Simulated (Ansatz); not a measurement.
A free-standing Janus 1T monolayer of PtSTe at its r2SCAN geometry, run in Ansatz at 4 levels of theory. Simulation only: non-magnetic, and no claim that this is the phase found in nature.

The PBE+SOC input:
```yaml
crystal:
  lattice:
    - [3.7733890957, 0.0, 0.0]
    - [-1.8866945479, 3.2678508152, 0.0]
    - [0.0, 0.0, 30.1057745008]
  atoms:
    - { symbol: Pt, position: [0.0, 0.0, 0.3015163018] }
    - { symbol: S, position: [0.3333333333, 0.6666666667, 0.3415035443] }
    - { symbol: Te, position: [0.6666666667, 0.3333333333, 0.2538180678] }
  periodic: [true, true, false]
kpoints:
  mp_grid: { grid: [12, 12, 1] }
  band_path:
    path:
      - [0.0, 0.0, 0.0]
      - [0.5, 0.0, 0.0]
      - [0.3333333333, 0.3333333333, 0.0]
      - [-0.125, 0.25, 0.0]
      - [0.2, 0.0, 0.0]
    npoints: 1
hamiltonian:
  xc: pbe
scf:
  occupations: { method: fermi_dirac, width: 0.02 }
  n_extra_bands: 8
magnetization:
  noncollinear: true
  spin_orbit: true
output:
  forces: true
  stress: true
  eigenvalues: true
```

Main results, then, where recorded, the levels near the gap in eV from the Fermi energy (columns number the bands from 0), one row a point of the path (Γ, M, K, K–Γ (0.62), Γ–M (0.40)):
```
Crystal: 3 atoms, lattice volume = 371.230 Å³
Symmetry: 6 space group operations + 6 with time reversal
Magnetic group: BNS 156.50 (UNI 1280)
```
```
Basis set: ecut = 420 eV, 7301 PW (Γ)
Bands: 48, of which v1, the nominal top of the filled ones, is band 40 counted from 1 (39 counted from 0)
k-points: 19 of 144 (time reversal used)
Free energy (F): -20443.173836 eV
Fermi energy:    -4.993178 eV
--- Forces (eV/Å), atoms counted from 1 ---
  atom   1  Pt      0.00000      0.00000      0.25669
  atom   2  S       0.00000      0.00000      0.03766
  atom   3  Te      0.00000      0.00000    -0.29436
--- 2D stress c σ (N/m, compression-positive) ---
        1.367560       0.000000       0.000000
        0.000000       1.367560       0.000000
        0.000000       0.000000       0.000000
  P = ½ c Tr σ = 1.3676 N/m
```
```tsv
band_30	band_31	band_32	band_33	band_34	band_35	band_36	band_37	band_38	band_39	band_40	band_41	band_42	band_43	band_44	band_45
-3.547	-3.547	-2.188	-2.188	-1.132	-1.132	-0.724	-0.724	-0.400	-0.400	2.332	2.332	2.479	2.479	3.371	3.371
-3.581	-3.581	-3.025	-3.025	-2.606	-2.606	-2.378	-2.378	-1.870	-1.870	1.637	1.637	1.981	1.981	3.474	3.474
-3.990	-3.842	-3.651	-3.485	-2.745	-2.689	-1.944	-1.863	-1.596	-1.409	0.367	0.442	1.567	1.639	4.597	4.640
-3.996	-3.829	-2.911	-2.809	-1.624	-1.214	-1.142	-0.793	-0.631	-0.399	0.884	1.041	1.381	1.531	4.249	4.262
-3.804	-3.746	-2.790	-2.781	-1.529	-1.163	-1.067	-0.711	-0.571	-0.457	0.728	0.771	1.931	1.976	4.145	4.152
```

With PBE+SOC the valence top lies at K–Γ (0.62 of the way from K) and the conduction bottom at K, 0.77 eV higher; the smallest vertical gap, at Γ–M (0.40 of the way from Γ), is 1.19 eV.

Task: Another run on the same cell gave
```
Basis set: ecut = 420 eV, 7301 PW (Γ)
Bands: 24, of which v1, the nominal top of the filled ones, is band 20 counted from 1 (19 counted from 0)
k-points: 7 of 36 (time reversal used)
hybrid outer 1: dexx = +1.490e-2 eV, tail = 9.50e-5 eV
hybrid outer 2: dexx = +2.317e-6 eV, tail = 4.07e-8 eV, Δε = 2.54e-3 eV, ΔF = 9.84e-3 eV/Å
hybrid outer 3: dexx = +2.177e-9 eV, tail = 1.24e-9 eV, Δε = 1.19e-4 eV, ΔF = 3.47e-4 eV/Å
Free energy (F): -20413.085059 eV
Fermi energy:    -6.020469 eV
--- Forces (eV/Å), atoms counted from 1 ---
  atom   1  Pt      0.00000      0.00000      0.04828
  atom   2  S       0.00000      0.00000    -0.31346
  atom   3  Te      0.00000      0.00000      0.26522
--- 2D stress c σ (N/m, compression-positive) ---
       -1.118666       0.000000       0.000000
        0.000000      -1.118666       0.000000
        0.000000       0.000000       0.000000
  P = ½ c Tr σ = -1.1187 N/m
```
```tsv
band_15	band_16	band_17	band_18	band_19	band_20	band_21	band_22
-3.855	-2.101	-0.523	0.000	0.000	3.620	3.620	4.565
-3.431	-3.210	-2.701	-2.097	-1.558	2.847	3.216	4.848
-3.928	-3.788	-2.417	-1.835	-1.453	1.487	2.847	6.102
-4.150	-2.810	-0.998	-0.573	-0.046	2.087	2.634	5.375
-4.052	-2.703	-0.932	-0.364	-0.104	1.847	3.179	5.269
```
Which level of theory and mesh gave it?

Result: It is HSE06, judged by the exchange loop and the size of the gap (a near hybrid could fit too), on 6×6×1; the blocks that differ from the first input, but for the band path:
```yaml
kpoints:
  mp_grid: { grid: [6, 6, 1] }
hamiltonian:
  xc: hse06
scf:
  occupations: { method: fixed }
  n_extra_bands: 4
```
(magnetization left out)
HSE06 gives an indirect gap of 1.49 eV, from Γ to K; the least direct gap is 1.95 eV at Γ–M (0.40 of the way from Γ). The mean in-plane stress at these positions is -1.1 N/m, compression counted positive. (The program warns that its thresholds are loose for a hybrid's stress.)

HSE06+SOC. Against the first input these blocks differ (the band path and keys that only write files left aside):
```yaml
kpoints:
  mp_grid: { grid: [6, 6, 1] }
hamiltonian:
  xc: hse06
output:
  eigenvalues: true
```

```
Basis set: ecut = 420 eV, 7301 PW (Γ)
Bands: 48, of which v1, the nominal top of the filled ones, is band 40 counted from 1 (39 counted from 0)
k-points: 7 of 36 (time reversal used)
Exchange kernel: α = 0.2500, screened, ω = 0.2079 Å⁻¹, Wigner–Seitz truncation, v(0) = 1046.5862 eV·Å³, q-mesh 6×6×1
hybrid outer 1: dexx = +1.512e-2 eV, tail = 1.15e-4 eV
hybrid outer 2: dexx = +2.355e-6 eV, tail = 7.23e-8 eV, Δε = 3.29e-3 eV
Free energy (F): -20422.695785 eV
Fermi energy:    -5.190423 eV
```
```tsv
band_30	band_31	band_32	band_33	band_34	band_35	band_36	band_37	band_38	band_39	band_40	band_41	band_42	band_43	band_44	band_45
-4.496	-4.496	-2.866	-2.866	-1.491	-1.491	-0.987	-0.987	-0.641	-0.641	2.739	2.739	2.875	2.875	3.726	3.726
-4.629	-4.629	-3.907	-3.907	-3.334	-3.334	-2.957	-2.957	-2.346	-2.346	2.045	2.045	2.394	2.394	4.006	4.006
-4.840	-4.802	-4.523	-4.310	-3.362	-3.260	-2.638	-2.603	-2.271	-2.154	0.641	0.718	1.986	2.083	5.238	5.278
-4.920	-4.724	-3.694	-3.561	-2.156	-1.720	-1.569	-1.200	-0.972	-0.734	1.189	1.366	1.736	1.905	4.536	4.547
-4.799	-4.733	-3.541	-3.494	-2.047	-1.655	-1.444	-1.071	-0.917	-0.791	1.012	1.073	2.335	2.388	4.432	4.438
```

HSE06+SOC gives an indirect gap of 1.28 eV, from Γ to K; the least direct gap is 1.80 eV at Γ–M (0.40 of the way from Γ).

Task: Another run on the same cell gave
```
Basis set: ecut = 420 eV, 7301 PW (Γ)
Bands: 24, of which v1, the nominal top of the filled ones, is band 20 counted from 1 (19 counted from 0)
k-points: 7 of 36 (time reversal used)
hybrid outer 1: dexx = +2.611e-2 eV, tail = 1.21e-4 eV
hybrid outer 2: dexx = +1.950e-6 eV, tail = 5.34e-8 eV, Δε = 2.90e-3 eV, ΔF = 4.25e-3 eV/Å
hybrid outer 3: dexx = +3.939e-9 eV, tail = 3.39e-10 eV, Δε = 1.42e-4 eV, ΔF = 3.35e-4 eV/Å
Free energy (F): -20409.619126 eV
Fermi energy:    -6.356194 eV
--- Forces (eV/Å), atoms counted from 1 ---
  atom   1  Pt      0.00000      0.00000      0.04617
  atom   2  S       0.00000      0.00000    -0.30764
  atom   3  Te      0.00000      0.00000      0.26144
--- 2D stress c σ (N/m, compression-positive) ---
       -1.148361       0.000000       0.000000
        0.000000      -1.148361       0.000000
        0.000000       0.000000       0.000000
  P = ½ c Tr σ = -1.1484 N/m
```
```tsv
band_15	band_16	band_17	band_18	band_19	band_20	band_21	band_22
-3.940	-2.173	-0.566	0.000	0.000	4.299	4.299	5.155
-3.520	-3.293	-2.773	-2.134	-1.599	3.549	3.912	5.533
-4.005	-3.872	-2.457	-1.883	-1.508	2.152	3.537	6.804
-4.233	-2.884	-1.036	-0.571	-0.053	2.717	3.312	5.935
-4.137	-2.774	-0.963	-0.372	-0.104	2.475	3.856	5.830
```
Which level of theory and mesh gave it?

Result: It is PBE0, judged by the exchange loop and the size of the gap (a near hybrid could fit too), on 6×6×1; the blocks that differ from the first input, but for the band path:
```yaml
kpoints:
  mp_grid: { grid: [6, 6, 1] }
hamiltonian:
  xc: pbe0
scf:
  occupations: { method: fixed }
  n_extra_bands: 4
```
(magnetization left out)
PBE0 gives an indirect gap of 2.15 eV, from Γ to K; the least direct gap is 2.58 eV at Γ–M (0.40 of the way from Γ). With the atoms held, the mean in-plane stress is -1.1 N/m (compression positive). The stress of a hybrid is loosely converged here.

Small level splittings and stresses of the hybrids carry the error of their coarser meshes.

Totals of different functionals, or with and without spin-orbit coupling, can't be compared.

Only the levels marked +SOC include spin-orbit coupling.

For some runs the program warns that the potential is rough where the density is thin, which bears on empty states near the vacuum.
